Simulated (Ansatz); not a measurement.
Al₂O₃: stationary points along a deformation path

Theory: DFT LDA, scalar-relativistic, plane waves, PAW (Ansatz 0.2.0). The runs took a 420 eV cutoff, a Γ-centred 12×12×4 mesh and Gaussian smearing (0.05 eV). No spin polarisation. Energies are free energies at this smearing, counted from the undisturbed cell; pressure is positive in compression.

The starting cell (as given, not relaxed at this level; it stands at -7.0 GPa; this form isn't the usual structure):

```
Al O
1.0
     2.88432    0.00000    0.00000
    -1.44216    2.49790    0.00000
     0.00000    0.00000    9.33675
Al O
2 3
Direct
  0.00000 0.00000 0.14999
  0.00000 0.00000 0.85001
  0.33333 0.66667 0.22232
  0.66667 0.33333 0.00000
  0.33333 0.66667 0.77768
```

The cell holds layers and no dispersion correction was added, so their binding is poorly described.

At fixed volume and fractional coordinates, lengths along (0.000, 0.000, 1.000) are scaled against those across it; ρ is that ratio over its starting value. V = 13.454 Å³/atom. Δσ is the stress along the axis less the mean stress across it (compression positive).

```csv
ρ,ΔE (meV/atom),Δσ (GPa),space group
0.800,336.1,48.66,P-6m2
0.850,189.6,37.53,P-6m2
0.920,57.9,21.62,P-6m2
0.960,17.4,12.30,P-6m2
1.000,0.0,2.85,P-6m2
1.050,8.3,-9.07,P-6m2
1.100,47.4,-21.01,P-6m2
1.200,206.5,-44.55,P-6m2
1.300,456.4,-67.02,P-6m2
```

Question: How does the stress give the slope of the energy, and where is the energy stationary?

Answer: Along the path d ln(length) is 2/3 d ln ρ on the axis and −1/3 d ln ρ across it, so dE/d ln ρ = −(2/3) V Δσ: the energy falls with ρ where Δσ is positive. Δσ vanishes or changes sign between ρ = 1.000 and 1.050, a minimum (near 1.01 by linear interpolation). Pairs of stationary points between two samples would go unseen, and could change a minimum read from distant neighbours into a maximum.

Question: Integrate that slope from ρ = 1 to 1.200 by the trapezoid rule.

Answer: With V/N in Å³ and 1 eV/Å³ = 160.2 GPa the slopes at ρ = 1.000, 1.050, 1.100, 1.200 are -159, 508, 1176, 2494 meV/atom per unit of ln ρ. The steps add 8.5 + 39.2 + 159.7 = 207.3 meV/atom, against 206.5 from the energies; the trapezoid rule misses the curvature of the slope within each step.

Forces appear on the atoms along this scan, and letting them relax would lower the energy and soften the response.